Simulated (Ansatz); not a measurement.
## Rb₂NiO₂: the gap against volume

Rb₂NiO₂, I4/mmm, a = 4.130 Å, c = 12.948 Å. The structure is a COD entry; whether it is the stable form wasn't checked. Ansatz: PBEsol, PAW, 420 eV, Γ-centred 10×10×10 mesh on 5 atoms, Gaussian smearing 0.02 eV; collinear spin, largest moment 1.2 μB. Shape and atoms are relaxed at each volume; x = ln(V/V0) with V0 = 22.079 Å³/atom. The gap is read at the mesh points alone.

```
      x gap y (eV)
-0.0619       0.841
-0.0305       0.879
 0.0000       0.913
 0.0296           ?
 0.0583       0.980
```

Q: Fit a straight line to the other rows, give the volume deformation potential of the gap and its pressure coefficient, and predict the missing gap. B0 = 27.5 GPa.

A: Means x = -0.008525, y = 0.90325; Σ(Δx)² = 0.007870, ΣΔxΔy = 0.009067; the slope is their ratio. y = 0.9131 + 1.152 x. The slope is the deformation potential a = dE_g/d ln V = 1.15 eV, and dE_g/dP = −a/B0 = -41.9 meV/GPa. At x = 0.0296 the fit asked for gives 0.947 eV. The run gave 0.947 eV, the same to the digits shown.

The cell holds one magnetic atom, so it can only be ferromagnetic; an antiferromagnetic order may lie lower. The gap lies between magnetic d or f levels as this functional and this order place them; the measured one can be wider, narrower or absent.